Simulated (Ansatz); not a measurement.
K$_{2}$S:
```
K2S
1.0
    5.12608     0.00000     0.00000
   -2.56304     4.43932     0.00000
    0.00000     0.00000     6.78477
S K
2 4
Direct
  0.33333   0.66667   0.25000
  0.66667   0.33333   0.75000
  0.00000   0.00000   0.00000
  0.00000   0.00000   0.50000
  0.66667   0.33333   0.25000
  0.33333   0.66667   0.75000
```

Relaxed with LDA.

Problem. Give the optical modes at the zone centre with their infrared and Raman activity from DFPT, plane-wave PAW LDA (Ansatz code).

Solution. Transverse frequencies, without the LO–TO term; a row sums one degenerate level.

| ω (cm⁻¹) | degeneracy | IR ((D/Å)²/amu) | Raman (Å⁴/amu) | activity | symmetry |
|---|---|---|---|---|---|
| 62 | 1 | 4.84 | 0 | IR | A2u |
| 71 | 2 | 0.00 | 0 | silent | E2u |
| 87 | 1 | 0.00 | 0 | silent | B1g |
| 96 | 1 | 3.78 | 0 | IR | A2u |
| 106 | 2 | 0.00 | 0.48 | Raman | E2g |
| 108 | 2 | 7.33 | 0 | IR | E1u |
| 152 | 1 | 0.00 | 0 | silent | B1g |
| 152 | 1 | 0.00 | 0 | silent | B2u |
| 222 | 2 | 0.00 | 7.2 | Raman | E2g |
| 223 | 2 | 11.14 | 0 | IR | E1u |

Problem. How high does the top mode go among those that the LO–TO term moves?

Solution. 273 cm⁻¹ for q along x, 273 cm⁻¹ for q along y, 195 cm⁻¹ for q along z.

Space group P6_3/mmc. The workflow started from an entry of the Crystallography Open Database (COD), which files this formula under 2 space groups. Its standing as an ambient phase is unchecked. The LDA relaxation kept the symmetry of its start; phonons on a q-mesh show weakly imaginary modes. The volume moved by -35 % from the start of the relaxation. The volume fell by over 15 % from the filed cell, which may lack light atoms or belong to other conditions.

Potentials: the later of the program's two PAW sets.
